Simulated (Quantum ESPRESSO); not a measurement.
Ga3HfScW2Zr in 6 site orders

All numbers below are calculated, not measured. They come from Quantum ESPRESSO 7.5, a public plane-wave density functional program. Each row is one single-point run on a made-up periodic cell of eight metal atoms, with elements, volume, strain and displacements drawn at random and not relaxed, so a cell may be unstable or far from any real phase. There is no spin polarisation or spin-orbit coupling.

Settings: PBE unless stated; PseudoDojo standard norm-conserving files; Fermi-Dirac width 0.25 eV, which means electrons at about 2900 K; cutoff 1088 eV; 6 x 6 x 3 k mesh shifted half a step off Gamma. E is the free energy of the whole cell (internal energy minus TS), so a -TS column is already part of it. Stress is positive in tension, and the pressure P is minus a third of its trace.

Checks: one run of this series was repeated at a higher cutoff and on a denser mesh, which moved values by no more than 0.003 eV, 0.03 GPa and 0.003 eV/Å, and a second program with other atomic files agreed on it to 2 % rms in force and 0.5 GPa in pressure. Known limits: heavy elements are run without spin-orbit coupling, which real alloys of them have; a spin test at this wide smearing found no moment, but such smearing suppresses magnetism that the real alloy may have.

The lattice is face-centred cubic, and the cell vectors in Å are (0.000, 0.000, -4.356); (-4.356, 0.000, 0.000); (2.178, 8.711, 2.178), a volume of 165.26 Å³. The runs put one composition on the same eight displaced sites in different orders. E is counted from run 1, and the rms force is over all 24 components. Nothing is relaxed, so E mixes bonding between neighbours with strain on unrelaxed sites, and it is not an ordering energy.

```
run,elements on sites 1 to 8,E (eV),-TS (eV),rms force (eV/Å),largest force (eV/Å),P (GPa)
1,Zr Hf W Ga W Sc Ga Ga,0.000,-1.570,0.852,2.56,-9.00
2,Hf Zr Sc Ga W Ga Ga W,-1.566,-1.589,0.711,2.06,-12.36
3,Sc Zr W Ga Hf Ga Ga W,-0.657,-1.624,0.873,2.65,?
4,Ga Zr Hf Ga W Ga W Sc,-1.288,-1.481,0.622,2.23,-12.01
5,W Ga W Sc Ga Hf Ga Zr,-1.505,-1.491,0.450,1.44,-12.42
6,W Hf Ga Ga Sc Ga Zr W,-1.462,-1.564,0.516,1.29,-12.42
```

## Worked fit

A straight line through the runs shown gives P = -9.02 + 2.25 E GPa with E in eV, an error of 0.10 on the slope and a scatter of 0.14 GPa. At this fixed volume the orders of higher energy tend to have the higher pressure.

## Withheld value

Question: what pressure should run 3 give?

The fit gives -10.50 ± 0.16 GPa. The calculation gave -12.37 GPa. This run lies off the fit by more than twice that error, so something that the fit leaves out matters here.
